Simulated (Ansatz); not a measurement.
## Is this AlB2P3 structure a true minimum?

The structure comes from a generated guess, relaxed at this level; another structure or a mixture of phases may lie lower.

These are results of Ansatz 0.2.0, DFT PBE, scalar-relativistic, plane waves, PAW, not measurements. Plane waves to 420 eV, a k mesh through Γ of 6×6×6 on the computed 12-atom cell and Gaussian smearing (0.02 eV); no spin polarisation.

The cell below (12 atoms, space group P31m (No. 157)) is relaxed within its symmetry.

```xyz
12
Lattice="5.9485 0.0000 0.0000 -2.9743 5.1516 0.0000 0.0000 0.0000 5.7285" Properties=species:S:1:pos:R:3 pbc="T T T"
Al    2.9743    1.7172    0.0233
Al    0.0000    3.4344    0.0233
B     0.0000    0.0000    5.6952
B     1.9166    0.0000    2.8820
B    -0.9583    1.6598    2.8820
B     2.0160    3.4918    2.8820
P     0.0000    0.0000    2.0668
P     2.9743    1.7172    2.3536
P     0.0000    3.4344    2.3536
P     1.7557    0.0000    4.8804
P    -0.8778    1.5205    4.8804
P     2.0964    3.6311    4.8804
```

For the test it was strained at random (σ = 1.5 % a component), the atoms were moved at random (σ = 0.10 Å), and all was relaxed again on a coarse 2×3×3 mesh (in the run’s order of axes) with 0.10 eV smearing, with no symmetry imposed.

Question: Is the structure stable against such a distortion?

Answer: It returns, within 1 meV/atom of the unmoved cell on that mesh and with the same symmetry when read at 0.1 Å (Cm at 0.01 Å, so small strains and shifts remain). No instability shows in this cell; modes of other wave vectors, which need another repeat, aren't tested. Another cell of AlB2P3 relaxed alike, in I-4m2, lies 32 meV/atom lower, so this cell isn't the stable form at this level.
